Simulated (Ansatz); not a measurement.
## Nd3Si2I under compression: one row to predict

The cell was found from a structure generator's guess, not taken from experiment.

Level of theory: DFT PBE, scalar-relativistic, plane waves, PAW, and for the lanthanide a 4f-in-core norm-conserving potential (Ansatz). Cutoff 660 eV, Γ-centred 12×12×4 mesh (6-atom cell), Gaussian smearing of 0.10 eV, no spin polarisation.

Space group P-3m1 (No. 164). a = 4.312 Å, b = 4.312 Å, c = 11.233 Å, α = 90.00°, β = 90.00°, γ = 120.00°
| atom | site | symmetry | x | y | z |
| --- | --- | --- | --- | --- | --- |
| Nd | 2d | 3m. | 0.3333 | 0.6667 | 0.2089 |
| Nd | 1b | -3m. | 0.0000 | 0.0000 | 0.5000 |
| Si | 2d | 3m. | 0.3333 | 0.6667 | 0.6579 |
| I | 1a | -3m. | 0.0000 | 0.0000 | 0.0000 |

The cell was set to several volumes, with shape and atoms relaxed at each where symmetry leaves them free. Pressure is positive in compression, and energies count from the lowest row. No row has a gap on its mesh.

| row | V (Å³/atom) | P (GPa) | ΔE (meV/atom) |
| --- | --- | --- | --- |
| 1 | 26.528 | 7.25 | 71.9 |
| 2 | 27.432 | ? | ? |
| 3 | 28.337 | 2.98 | 15.6 |
| 4 | 29.241 | 1.36 | 3.6 |
| 5 | 30.145 | -0.02 | 0.0 |
| 6 | 31.050 | -1.16 | 3.5 |
| 7 | 31.954 | -2.13 | 12.8 |
| 8 | 33.160 | -3.18 | 32.7 |

Question: Find B = −V·ΔP/ΔV from rows 4 and 6 and from rows 1 and 3, and from the two its slope B′ and its value B0 at zero pressure.

Answer: Rows 4 and 6 give −(29.241 + 31.050)/2 × (-1.16 − (1.36))/(31.050 − 29.241) = 42.0 GPa at a mean pressure of 0.10 GPa. Rows 1 and 3 give −(26.528 + 28.337)/2 × (2.98 − (7.25))/(28.337 − 26.528) = 64.8 GPa at a mean pressure of 5.12 GPa. So B′ = (64.8 − 42.0)/(5.12 − (0.10)) = 4.54 and B0 = 42.0 − 4.54 × (0.10) = 41.5 GPa. A third-order Birch–Murnaghan fit to all the energies gives B0 = 41.6 GPa and B′ = 4.9.

Question: Estimate the pressure and energy of row 2.

Answer: From row 5, V0 = 30.145 × (1 + (-0.02)/41.5) = 30.130 Å³/atom. Murnaghan's form P = (B0/B′)·[(V0/V)^B′ − 1] gives (41.5/4.54) × [(30.130/27.432)^4.54 − 1] = 4.85 GPa; the computed pressure is 4.93 GPa, so the estimate is off by -0.08 GPa. The work of compression from row 3, with the mean of the two pressures, gives ΔE = 15.6 + (4.85 + 2.98)/2 × (28.337 − 27.432)/160.2 × 1000 = 37.7 meV/atom (1 eV/Å³ = 160.2 GPa); the computed value is 37.8 meV/atom.

Spin–orbit coupling, which can matter for I, is left out. All volumes keep the k mesh of the relaxed cell. A later test with randomly moved atoms came back to the same energy, though modes that don't fit the test's cell weren't probed.

The lanthanide is trivalent by construction, without f bands, f moments or other valences.
